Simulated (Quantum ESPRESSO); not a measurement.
## Ga7AlP8 (finding a planted mistake in a log)

Computed values, not a measurement. The program is pw.x of Quantum ESPRESSO 7.5 (plane-wave density functional theory). The cell is made up: 16 atoms on a doubled zincblende/diamond lattice, with randomly drawn elements, strain and displacements, not relaxed. PseudoDojo standard norm-conserving files (v0.5 for PBE, v0.4.1 for LDA and PBEsol) set the functional; there is no spin polarisation, spin-orbit coupling or dispersion term, and the masses in the input are unused placeholders.

Intended input:

```
&control calculation='scf', pseudo_dir='./dojo.nc.sr.pbe.v0_5.standard.upf', outdir='./o', disk_io='low', tprnfor=.true., tstress=.true. /
&system ibrav=0, nat=16, ntyp=3, nbnd=73, ecutwfc=79.96652505, nosym=.true., tot_charge=0,
 occupations='smearing', smearing='fd', degauss=0.0018374661
/
&electrons conv_thr=7.350e-09, electron_maxstep=60, /
ATOMIC_SPECIES
Al 1.0 Al.upf
Ga 1.0 Ga.upf
P 1.0 P.upf
CELL_PARAMETERS angstrom
5.466 0.0297 0.0684
0.0297 5.4491 0.0012
0.1368 0.0023 10.9749
ATOMIC_POSITIONS angstrom
Ga 0.0282 0.0566 -0.1
Ga 0.0445 2.7111 2.7424
Ga 2.8116 -0.0606 2.6724
Ga 2.7449 2.6159 0.0478
Ga 0.1006 0.0437 5.4902
Al 0.0182 2.748 8.0858
Ga 2.8352 -0.0153 8.274
Ga 2.9158 2.7366 5.4307
P 1.4137 1.233 1.2871
P 1.459 3.9517 4.2284
P 4.1554 1.3872 4.1028
P 4.0928 4.1134 1.3423
P 1.4438 1.4322 6.7881
P 1.5208 3.9723 9.5853
P 4.2406 1.3486 9.6593
P 4.206 4.2895 6.9147
K_POINTS automatic
4 4 2 1 1 1
```

The log is shortened where brackets say so; the opening notice, blank lines, dates and the lines on written files are dropped, and the path of the files is cut. It prints rydbergs, bohrs and kilobars, and counts compression as positive stress. Where no state is partly filled, the Fermi energy that it prints is only some level between the filled and the empty states on the mesh, and need not lie in the true gap.

Log of the intended run:

```
     Program PWSCF v.7.5
     Parallel version (MPI & OpenMP), running on       4 processor cores
     Number of MPI processes:                 4
     Threads/MPI process:                     1
     [start-up lines left out]
     bravais-lattice index     =            0
     lattice parameter (alat)  =      10.3302  a.u.
     unit-cell volume          =    2205.5198 (a.u.)^3
     number of atoms/cell      =           16
     number of atomic types    =            3
     number of electrons       =       134.00
     number of Kohn-Sham states=           73
     kinetic-energy cutoff     =      79.9665  Ry
     charge density cutoff     =     319.8661  Ry
     scf convergence threshold =      7.3E-09
     mixing beta               =       0.7000
     number of iterations used =            8  plain     mixing
     Exchange-correlation= PBE
                           (   1   4   3   4   0   0   0)
     [axes and pseudopotential details left out]
   Cartesian axes
     site n.     atom                  positions (alat units)
         1        Ga     tau(   1) = (   0.0051587   0.0103540  -0.0182932  )
         2        Ga     tau(   2) = (   0.0081405   0.4959473   0.5016730  )
         3        Ga     tau(   3) = (   0.5143319  -0.0110857   0.4888678  )
         4        Ga     tau(   4) = (   0.5021304   0.4785321   0.0087442  )
         5        Ga     tau(   5) = (   0.0184030   0.0079941   1.0043339  )
         6        Al     tau(   6) = (   0.0033294   0.5026975   1.4791525  )
         7        Ga     tau(   7) = (   0.5186491  -0.0027989   1.5135803  )
         8        Ga     tau(   8) = (   0.5333935   0.5006120   0.9934495  )
         9        P      tau(   9) = (   0.2586111   0.2255553   0.2354519  )
        10        P      tau(  10) = (   0.2668980   0.7228928   0.7735102  )
        11        P      tau(  11) = (   0.7601561   0.2537634   0.7505339  )
        12        P      tau(  12) = (   0.7487046   0.7524730   0.2455498  )
        13        P      tau(  13) = (   0.2641174   0.2619954   1.2417615  )
        14        P      tau(  14) = (   0.2782032   0.7266613   1.7534592  )
        15        P      tau(  15) = (   0.7757419   0.2467023   1.7669962  )
        16        P      tau(  16) = (   0.7694125   0.7846873   1.2649207  )
     number of k points=    16  Fermi-Dirac smearing, width (Ry)=  0.0018
                       cart. coord. in units 2pi/alat
        k(    1) = (   0.1227953   0.1247030   0.1229662), wk =   0.1250000
        k(    2) = (   0.1259121   0.1247408  -0.1261186), wk =   0.1250000
     [further k points left out]
     Dense  grid:   213091 G-vectors     FFT dimensions: (  60,  60, 120)
     Estimated max dynamical RAM per process >     520.91 MB
     Estimated total dynamical RAM >       1.88 GB
     Initial potential from superposition of free atoms
     starting charge     133.9777, renormalised to     134.0000
     Starting wfcs are   99 randomized atomic wfcs
     total cpu time spent up to now is        8.3 secs
     per-process dynamical memory:   363.1 Mb
     Self-consistent Calculation
     iteration #  1     ecut=    79.97 Ry     beta= 0.70
     Davidson diagonalization with overlap
     ethr =  1.00E-02,  avg # of iterations =  3.9
     Threshold (ethr) on eigenvalues was too large:
     Diagonalizing with lowered threshold
     Davidson diagonalization with overlap
     ethr =  4.60E-04,  avg # of iterations =  2.0
     total cpu time spent up to now is       39.6 secs
     total energy              =   -1186.33317028 Ry
     estimated scf accuracy    <       0.63270176 Ry
     iteration #  2     ecut=    79.97 Ry     beta= 0.70
     Davidson diagonalization with overlap
     ethr =  4.72E-04,  avg # of iterations =  5.3
     total cpu time spent up to now is       54.9 secs
     total energy              =   -1186.46074127 Ry
     estimated scf accuracy    <       0.17849925 Ry
     [iterations 3 to 11 left out]
     iteration # 12     ecut=    79.97 Ry     beta= 0.70
     Davidson diagonalization with overlap
     ethr =  6.69E-11,  avg # of iterations =  2.0
     total cpu time spent up to now is      208.8 secs
     total energy              =   -1186.50868378 Ry
     estimated scf accuracy    <       0.00000001 Ry
     iteration # 13     ecut=    79.97 Ry     beta= 0.70
     Davidson diagonalization with overlap
     ethr =  8.08E-12,  avg # of iterations =  4.0
     total cpu time spent up to now is      221.9 secs
     End of self-consistent calculation
     [lines on levels left out]
     the Fermi energy is     7.8643 ev
!    total energy              =   -1186.50868378 Ry
     estimated scf accuracy    <          2.7E-10 Ry
     smearing contrib. (-TS)   =      -0.00000000 Ry
     internal energy E=F+TS    =   -1186.50868378 Ry
     The total energy is F=E-TS. E is the sum of the following terms:
     one-electron contribution =    -590.19680451 Ry
     hartree contribution      =     394.94719846 Ry
     xc contribution           =    -328.43304535 Ry
     ewald contribution        =    -662.82603238 Ry
     convergence has been achieved in  13 iterations
     Forces acting on atoms (cartesian axes, Ry/au):
     atom    1 type  2   force =     0.00225222   -0.05374806    0.00161286
     atom    2 type  2   force =     0.01522816    0.00567127   -0.02857802
     atom    3 type  2   force =    -0.03761146    0.00980275    0.05367011
     atom    4 type  2   force =     0.00134148    0.03360237   -0.00932648
     atom    5 type  2   force =     0.00934835    0.00241524   -0.02627548
     atom    6 type  1   force =     0.01773318    0.00300218    0.03495793
     atom    7 type  2   force =    -0.04400105    0.03211945    0.02323179
     atom    8 type  2   force =     0.00155473    0.00818769    0.05419893
     atom    9 type  3   force =    -0.01892856    0.02958297    0.05096497
     atom   10 type  3   force =    -0.01838639    0.05780013   -0.05886570
     atom   11 type  3   force =     0.01233535   -0.04218412   -0.01118888
     atom   12 type  3   force =     0.05160781   -0.03497657   -0.01371447
     atom   13 type  3   force =     0.02680535   -0.01318134    0.02238913
     atom   14 type  3   force =    -0.01530515    0.00752107   -0.00820762
     atom   15 type  3   force =    -0.00545419    0.01823182   -0.04642783
     atom   16 type  3   force =     0.00148017   -0.06384684   -0.03844125
     Total force =     0.212984     Total SCF correction =     0.000049
     Computing stress (Cartesian axis) and pressure
          total   stress  (Ry/bohr**3)                   (kbar)     P=       25.81
   0.00019795  -0.00011790  -0.00014925           29.12      -17.34      -21.95
  -0.00011790   0.00017492   0.00002740          -17.34       25.73        4.03
  -0.00014925   0.00002740   0.00015346          -21.95        4.03       22.58
     init_run     :      7.22s CPU      8.23s WALL (       1 calls)
     electrons    :    197.33s CPU    213.62s WALL (       1 calls)
     forces       :      3.15s CPU      3.25s WALL (       1 calls)
     stress       :     10.78s CPU     11.11s WALL (       1 calls)
     [timing details left out]
     PWSCF        :   3m38.66s CPU   3m56.57s WALL
     JOB DONE.
```

A second run was made from an input with one planted mistake. Its log:

```
     Program PWSCF v.7.5
     Parallel version (MPI & OpenMP), running on       4 processor cores
     Number of MPI processes:                 4
     Threads/MPI process:                     1
     [start-up lines left out]
     bravais-lattice index     =            0
     lattice parameter (alat)  =      10.3302  a.u.
     unit-cell volume          =    2205.5198 (a.u.)^3
     number of atoms/cell      =           16
     number of atomic types    =            3
     number of electrons       =       134.00
     number of Kohn-Sham states=           73
     kinetic-energy cutoff     =      79.9665  Ry
     charge density cutoff     =     319.8661  Ry
     scf convergence threshold =      7.3E-09
     mixing beta               =       0.7000
     number of iterations used =            8  plain     mixing
     Exchange-correlation= PBE
                           (   1   4   3   4   0   0   0)
     [axes and pseudopotential details left out]
   Cartesian axes
     site n.     atom                  positions (alat units)
         1        Ga     tau(   1) = (   0.0051587   0.0103540  -0.0182932  )
         2        Al     tau(   2) = (   0.0081405   0.4959473   0.5016730  )
         3        Ga     tau(   3) = (   0.5143319  -0.0110857   0.4888678  )
         4        Ga     tau(   4) = (   0.5021304   0.4785321   0.0087442  )
         5        Ga     tau(   5) = (   0.0184030   0.0079941   1.0043339  )
         6        Ga     tau(   6) = (   0.0033294   0.5026975   1.4791525  )
         7        Ga     tau(   7) = (   0.5186491  -0.0027989   1.5135803  )
         8        Ga     tau(   8) = (   0.5333935   0.5006120   0.9934495  )
         9        P      tau(   9) = (   0.2586111   0.2255553   0.2354519  )
        10        P      tau(  10) = (   0.2668980   0.7228928   0.7735102  )
        11        P      tau(  11) = (   0.7601561   0.2537634   0.7505339  )
        12        P      tau(  12) = (   0.7487046   0.7524730   0.2455498  )
        13        P      tau(  13) = (   0.2641174   0.2619954   1.2417615  )
        14        P      tau(  14) = (   0.2782032   0.7266613   1.7534592  )
        15        P      tau(  15) = (   0.7757419   0.2467023   1.7669962  )
        16        P      tau(  16) = (   0.7694125   0.7846873   1.2649207  )
     number of k points=    16  Fermi-Dirac smearing, width (Ry)=  0.0018
                       cart. coord. in units 2pi/alat
        k(    1) = (   0.1227953   0.1247030   0.1229662), wk =   0.1250000
        k(    2) = (   0.1259121   0.1247408  -0.1261186), wk =   0.1250000
     [further k points left out]
     Dense  grid:   213091 G-vectors     FFT dimensions: (  60,  60, 120)
     Estimated max dynamical RAM per process >     520.91 MB
     Estimated total dynamical RAM >       1.88 GB
     Initial potential from superposition of free atoms
     starting charge     133.9777, renormalised to     134.0000
     Starting wfcs are   99 randomized atomic wfcs
     total cpu time spent up to now is        6.0 secs
     per-process dynamical memory:   363.1 Mb
     Self-consistent Calculation
     iteration #  1     ecut=    79.97 Ry     beta= 0.70
     Davidson diagonalization with overlap
     ethr =  1.00E-02,  avg # of iterations =  3.9
     Threshold (ethr) on eigenvalues was too large:
     Diagonalizing with lowered threshold
     Davidson diagonalization with overlap
     ethr =  4.57E-04,  avg # of iterations =  2.0
     total cpu time spent up to now is       26.3 secs
     total energy              =   -1186.33653537 Ry
     estimated scf accuracy    <       0.62820300 Ry
     iteration #  2     ecut=    79.97 Ry     beta= 0.70
     Davidson diagonalization with overlap
     ethr =  4.69E-04,  avg # of iterations =  4.4
     total cpu time spent up to now is       36.6 secs
     total energy              =   -1186.48339373 Ry
     estimated scf accuracy    <       0.13000239 Ry
     [iterations 3 to 11 left out]
     iteration # 12     ecut=    79.97 Ry     beta= 0.70
     Davidson diagonalization with overlap
     ethr =  7.52E-11,  avg # of iterations =  2.0
     total cpu time spent up to now is      146.6 secs
     total energy              =   -1186.50851387 Ry
     estimated scf accuracy    <       0.00000001 Ry
     iteration # 13     ecut=    79.97 Ry     beta= 0.70
     Davidson diagonalization with overlap
     ethr =  8.06E-12,  avg # of iterations =  4.0
     total cpu time spent up to now is      156.8 secs
     End of self-consistent calculation
     [lines on levels left out]
     the Fermi energy is     7.9381 ev
!    total energy              =   -1186.50851387 Ry
     estimated scf accuracy    <          4.0E-10 Ry
     smearing contrib. (-TS)   =      -0.00000000 Ry
     internal energy E=F+TS    =   -1186.50851387 Ry
     The total energy is F=E-TS. E is the sum of the following terms:
     one-electron contribution =    -593.51337580 Ry
     hartree contribution      =     396.62512329 Ry
     xc contribution           =    -328.43190981 Ry
     ewald contribution        =    -661.18835155 Ry
     convergence has been achieved in  13 iterations
     Forces acting on atoms (cartesian axes, Ry/au):
     atom    1 type  2   force =     0.00297189   -0.05377533    0.00015139
     atom    2 type  1   force =     0.01680258    0.00629346   -0.03040070
     atom    3 type  2   force =    -0.03753974    0.00993062    0.05253356
     atom    4 type  2   force =     0.00138768    0.03360170   -0.01076354
     atom    5 type  2   force =     0.00970264    0.00238089   -0.02464396
     atom    6 type  2   force =     0.01599802    0.00314618    0.03190160
     atom    7 type  2   force =    -0.04395147    0.03221081    0.02335893
     atom    8 type  2   force =     0.00161119    0.00970180    0.05576771
     atom    9 type  3   force =    -0.02115483    0.03144076    0.05334416
     atom   10 type  3   force =    -0.02080342    0.05477464   -0.05945002
     atom   11 type  3   force =     0.01259837   -0.04091749   -0.01204850
     atom   12 type  3   force =     0.05291349   -0.03664821   -0.01171032
     atom   13 type  3   force =     0.02863592   -0.01460700    0.02201636
     atom   14 type  3   force =    -0.01337253    0.00971576   -0.00580849
     atom   15 type  3   force =    -0.00666746    0.01698337   -0.04468353
     atom   16 type  3   force =     0.00086768   -0.06423195   -0.03956466
     Total force =     0.213839     Total SCF correction =     0.000118
     Computing stress (Cartesian axis) and pressure
          total   stress  (Ry/bohr**3)                   (kbar)     P=       25.59
   0.00019881  -0.00011509  -0.00014499           29.25      -16.93      -21.33
  -0.00011509   0.00017015   0.00002858          -16.93       25.03        4.20
  -0.00014499   0.00002858   0.00015293          -21.33        4.20       22.50
     init_run     :      4.94s CPU      5.17s WALL (       1 calls)
     electrons    :    147.08s CPU    150.79s WALL (       1 calls)
     forces       :      2.67s CPU      2.75s WALL (       1 calls)
     stress       :      7.82s CPU      8.03s WALL (       1 calls)
     [timing details left out]
     PWSCF        :   2m43.46s CPU   2m47.81s WALL
     JOB DONE.
```

Question: what was wrong in the second input?

Answer: two atoms have their elements exchanged. The input lines that differ, file-writing options aside:

```
- Ga 0.0445 2.7111 2.7424
+ Al 0.0445 2.7111 2.7424
- Al 0.0182 2.748 8.0858
+ Ga 0.0182 2.748 8.0858
```

```
                                            intended run  run with the mistake
                          free energy (eV)    -16143.273            -16143.271
                    smearing term -TS (eV)        0.0000                0.0000
                            pressure (GPa)          2.58                  2.56
            largest force component (eV/Å)         1.642                 1.651
largest change of a force component (eV/Å)                               0.079
                                iterations            13                    13
```

For scale, a rerun of the intended cell at a cutoff of 1377 eV and k mesh 6 x 6 x 4 moved values by no more than 0.019 eV in energy, 0.03 GPa in stress and 0.002 eV/Å in force.